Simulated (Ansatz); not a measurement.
BRu:
```yaml
crystal:
  lattice:
    - [2.67137, 0.00000, 0.00000]
    - [0.00000, 2.67137, 0.00000]
    - [0.00000, 0.00000, 2.67137]
  atoms:
    - { symbol: Ru, position: [0.00000, 0.00000, 0.00000] }
    - { symbol: B, position: [0.50000, 0.50000, 0.50000] }
```

Relaxed with PBEsol. Special points in fractions of this cell's reciprocal vectors: Γ (0.000, 0.000, 0.000); X (0.000, 0.500, 0.000); M (0.500, 0.500, 0.000); R (0.500, 0.500, 0.500).

List the band energies nearest the Fermi level at these points for plane-wave PAW PBEsol with spin–orbit coupling (Ansatz code).

In eV from the Fermi level; about four levels below and three above (degenerate sets whole), none deeper than 8.9 eV; points with the same levels are listed once.

```csv
k,below,above
Γ,-5.21 -5.21 -5.21 -5.21,0.38 0.38 0.38 0.38
X,-3.10 -3.10 -2.99 -2.99,0.76 0.76 2.82 2.82
M,-1.50 -1.50 -1.38 -1.38,2.26 2.26 5.08 5.08
R,-7.34 -7.34 -1.57 -1.57,2.40 2.40 2.40 2.40
```

Space group Pm-3m (CsCl type). The cell is a constructed one: a structure type filled with these elements; neither database checked (COD, Materials Project) lists it. Whether it is the stable phase at ambient conditions was not checked. Symmetry was held in the PBEsol relaxation; its stability against distortions is not shown here. No spin polarisation was allowed.

Potentials: the earlier of the program's two PAW sets. The files were generated under PBE; for other functionals the program regenerates the frozen cores, and for LDA and PBEsol the local potential too.
